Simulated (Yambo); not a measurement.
Material: PbI2 (CdI2 type, space group P-3m1, No. 164); a = b = 4.537 Å, c = 7.066 Å, α = β = 90.00°, γ = 120.00° (3 atoms in the cell). Cell and atoms were relaxed with PBEsol from Materials Project entry mp-22893, within its symmetry.

With PBE (stringent potentials; pw.x of Quantum ESPRESSO, ONCV potentials, no spin-orbit coupling), the gap between the mesh's edge points (A → A) is 2.256 eV.

Task: What does a G0W0 run in Yambo give for it (3×3×2 Γ-centred k mesh, bands 23 to 446 and a 12 Ry block in the screening, 446 bands in G with the Bruneval-Gonze terminator, plasmon pole fitted at 27.2 eV)?

Result: The correction is 0.922 eV, giving 3.178 eV, 1.4 times the PBE value.  Nearest settings tried, and what they do to the gap: 241 bands in G: -2 meV; 241 bands in W, 241 bands in G: -14 meV; 7 Ry block (287 vectors against 615): -61 meV. Not varied: mesh. So the settings aren't converged at that level. The k mesh is coarse. Spin-orbit coupling is left out; with 6p states at a band edge it can lower the gap by many tenths of an eV, most of a small gap.
